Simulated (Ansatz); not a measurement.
MoS2:
```cif
data_MoS2
_chemical_formula_sum 'Mo1 S2'
_space_group_name_H-M_alt 'P-6m2'
_space_group_IT_number 187
_space_group_name_Hall 'P -6 2'
_cell_length_a 3.17222
_cell_length_b 3.17222
_cell_length_c 6.86857
_cell_angle_alpha 90.000
_cell_angle_beta 90.000
_cell_angle_gamma 120.000
loop_
_atom_site_label
_atom_site_type_symbol
_atom_site_symmetry_multiplicity
_atom_site_Wyckoff_symbol
_atom_site_fract_x
_atom_site_fract_y
_atom_site_fract_z
_atom_site_occupancy
Mo1 Mo 1 a 0.00000 0.00000 0.00000 1
S1 S 2 h 0.33333 0.66667 0.22629 1
```

Relaxed at zero pressure with DFT-r²SCAN+D4 in the program Ansatz with PAW potentials.

The volume is raised by 9 % and shape and atoms relax at that volume. What pressure results, and how do the axes share the change?

-1.1 GPa; a 0.4 %, b 0.4 %, c 8.1 %; the energy rises by 8 meV/atom.

Give the new structure.


Space group P-6m2 (No. 187); a = b = 3.1853 Å, c = 7.4255 Å, α = β = 90.00°, γ = 120.00°

```
atom  site  symmetry       x       y       z
----  ----  --------  ------  ------  ------
Mo      1a      -6m2  0.0000  0.0000  0.0000
S       2h       3m.  0.3333  0.6667  0.2091
```

The phase is kept; no other phase was compared at this pressure.

The workflow started from a Materials Project entry (that database holds measured and hypothetical structures alike); the Crystallography Open Database copy checked does not list it. It is not the phase usual at ambient conditions (space group No. 160, 194). The cell keeps a stress of up to 0.2 GPa. Symmetry was held in the r²SCAN+D4 relaxation. At this level the phase is mechanically unstable. The run is not spin-polarised.

Potentials: the later of the program's two PAW sets.
